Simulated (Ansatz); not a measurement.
A structure of YScO3 relaxed with r2SCAN (plane waves to 500 eV, PAW, scalar-relativistic; Ansatz, a first-principles code); single points at other levels follow on the same geometry (Ansatz, PAW; HSE06 at 420 eV on a 4×3×4 k-mesh; no spin-orbit coupling). Space group Pnma (No. 62).

```
YScO3
1.0
    5.71267     0.00000     0.00000
    0.00000     7.91087     0.00000
    0.00000     0.00000     5.42045
Y Sc O
4 4 12
Cartesian
  2.49590   1.97772   5.31344
  5.35223   1.97772   2.81724
  3.21677   5.93315   0.10701
  0.36043   5.93315   2.60322
  0.00000   0.00000   0.00000
  2.85633   3.95544   2.71023
  0.00000   3.95544   0.00000
  2.85633   0.00000   2.71023
  0.32400   1.97772   0.70109
  3.18034   1.97772   2.00914
  5.38866   5.93315   4.71936
  2.53233   5.93315   3.41132
  1.74867   4.49091   1.03525
  4.60500   7.37540   1.67498
  3.96400   0.53548   4.38520
  1.10766   3.41996   3.74548
  3.96400   3.41996   4.38520
  1.10766   0.53548   3.74548
  1.74867   7.37540   1.03525
  4.60500   4.49091   1.67498
```

```tsv
level	gap (eV)	kind	conduction minimum
r2SCAN	5.06	direct	Γ
HSE06	…	–	…
```

Question: What belongs in the gaps?

Answer: 
- HSE06, gap (eV): 6.33
- HSE06, conduction minimum: k = (0, 0, 0.25)

For this cell size the semilocal gaps come from the SCF mesh and high-symmetry points. No spin polarisation in the result.

The run could not lose the symmetry of its start.

The first start was generated by placing the elements on the sites of a structure type. Materials Project lists a structure of YScO3 in the same space group, Pnma (No. 62); the sites were not compared with it, nor with measured phases.
